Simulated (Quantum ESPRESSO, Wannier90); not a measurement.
**Wannier functions of SnS$_{2}$ (CdI2 type)**

Structure: Materials Project mp-1170, symmetrised, not relaxed again. COD (Crystallography Open Database) has an entry of this formula and space group (matched by these alone). Method: LDA plane waves in Quantum ESPRESSO 7.5 (PseudoDojo norm-conserving files, 58 Ry, no spin polarisation, no spin-orbit coupling), Bloch states on a 12×12×6 mesh through Γ, Wannier90 4.0.1. Density: 12×12×6 mesh, cold smearing 0.01 Ry. The cell is built of weakly bound layers, chains or molecules, whose nearest atoms lie 3.93 Å apart. Database cells relaxed without dispersion often hold them too far apart, which can enlarge gaps and weakens couplings between them; spacing and stacking were not compared with the measured crystal. Spin-orbit coupling is left out although heavy elements are present.

```
begin unit_cell_cart
ang
    3.6743100860    0.0000000000    0.0000000000
   -1.8371550430    3.1820458759    0.0000000000
    0.0000000000    0.0000000000    6.2288300000
end unit_cell_cart
mp_grid = 12 12 6
```

Neighbour vectors b of the finite-difference formula (Å⁻¹), by shell:

```tsv
shell	b_x	b_y	b_z
1	0.00000	0.16455	0.00000
1	0.14250	0.08227	0.00000
1	0.00000	-0.16455	0.00000
1	0.14250	-0.08227	0.00000
1	-0.14250	-0.08227	0.00000
1	-0.14250	0.08227	0.00000
2	0.00000	0.00000	0.16812
2	0.00000	0.00000	-0.16812
```

### Question
Find the weights w_b from the completeness condition Σ_b w_b b_α b_β = δ_αβ.

### Answer
Shell 1: Σ b_x² = 0.081, Σ b_y² = 0.081, Σ b_z² = 0.000 Å⁻²
Shell 2: Σ b_x² = 0.000, Σ b_y² = 0.000, Σ b_z² = 0.057 Å⁻²
Each of the three diagonal sums, weighted, has to give 1 and the off-diagonal ones 0, which holds for w_1 = 12.3 Å², w_2 = 17.7 Å². Check on xx: 12.31×0.081 + 17.69×0.000 = 1.00.

On this mesh the 8 functions of bands 6-13 (valence bands; start: SCDM (isolated), conv_tol = 1.0e-6) end with spreads 1.7729, 1.7729, 1.7729, 1.7729, 1.7731, 1.7731, 1.5116, 1.5116 Å², Ω_I = 12.3293 Å² and Ω_D = 0.0193 Å².

Ω_total is the sum of the spreads, 13.661 Å². Ω_OD = Ω_total − Ω_I − Ω_D = 1.312 Å². Only (Ω_D + Ω_OD)/Ω_total = 9.7 % depends on the gauge, and another start could lower the total by that share at most. The rms radius is √(Ω_total/8) = 1.31 Å.
